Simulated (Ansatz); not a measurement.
ZnO:
```xyz
4
Lattice="3.2028 0.0000 0.0000 -1.6014 2.7737 0.0000 0.0000 0.0000 5.8471" Properties=species:S:1:pos:R:3 pbc="T T T"
Zn     0.0000     0.0000     4.3854
Zn     0.0000     0.0000     1.4618
O      0.0000     1.8491     1.4618
O      1.6014     0.9246     4.3854
```

Relaxed with LDA.

Problem. Give the optical modes at the zone centre with their infrared and Raman activity from DFPT, DFT-LDA in the program Ansatz with PAW potentials.

Solution. Transverse frequencies, without the LO–TO term; a row sums one degenerate level.

```tsv
ω (cm⁻¹)	degeneracy	IR ((D/Å)²/amu)	Raman (Å⁴/amu)	activity	symmetry
34i	2	0.00	1.3	Raman	E2g
84	1	0.00	0	silent	B1g
123	1	5.00	0	IR	A2u
246	1	0.00	0	silent	B1g
550	2	44.99	0	IR	E1u
557	2	0.00	760	Raman	E2g
```

Problem. How high does the top mode go among those that the LO–TO term moves?

Solution. 677 cm⁻¹ for q along x, 677 cm⁻¹ for q along y, 259 cm⁻¹ for q along z.

Space group P6_3/mmc. The workflow started from a Materials Project entry (that database holds measured and hypothetical structures alike); the Crystallography Open Database copy checked does not list it. It is not the phase usual at ambient conditions (space group No. 186). The cell was relaxed with LDA under the symmetry of its start; phonons show weakly imaginary modes. A crystal of weakly bound layers computed without a dispersion correction: the cell and the soft elastic constants depend strongly on that.

Potentials: the later of the program's two PAW sets.
